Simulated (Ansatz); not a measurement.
Relaxed LiF (rock salt):

```yaml
crystal:
  lattice:
    - [0.00000, 3.99020, 3.99020]
    - [1.99510, 0.00000, 1.99510]
    - [1.99510, 1.99510, 0.00000]
  atoms:
    - { symbol: F, position: [0.00000, 0.00000, 0.00000] }
    - { symbol: F, position: [0.50000, 0.00000, 0.00000] }
    - { symbol: Li, position: [0.25000, 0.50000, 0.50000] }
    - { symbol: Li, position: [0.75000, 0.50000, 0.50000] }
```

A phonon eigenvector at L = (0.5, 0.0, 0.0) is frozen into this cell: atom i moves by Q times the vector below, so Q is the largest atomic displacement, in Å. The cell is held. It is one choice among 2 degenerate patterns. (q is in reciprocal vectors of the primitive cell; the cell shown is doubled to hold the pattern.)

```tsv
atom	x	y	z
Li3	-0.285	0.520	-0.805
Li4	0.285	-0.520	0.805
```

Atoms not listed stay in place.

All values below come from r2SCAN (plane waves to 500 eV, PAW, scalar-relativistic; Ansatz, a first-principles code). k mesh 7×14×14 (Γ-centred), Fermi-Dirac smearing 0.05 eV. The energy includes the smearing's −TS. LiF was relaxed with its symmetry unable to fall. The zero of ΔE is the undisplaced structure.

```
Q (Å)   ΔE (meV/cell)
------  -------------
-0.180           76.7
-0.120           33.6
-0.060            8.3
0.000             0.0
0.060             8.3
0.120            33.6
0.180            76.7
```

Q: Which DFPT wavenumber at L = (0.5, 0.0, 0.0) belongs to this mode?
(A) 613 cm⁻¹
(B) 301 cm⁻¹
(C) 221 cm⁻¹
(D) 391 cm⁻¹

A: B, 301 cm⁻¹. The curvature of the scan gives 301 cm⁻¹

(For displaced atoms, the force is minus the slope of the energy, and its curvature is a force constant, which sets phonon frequencies.)
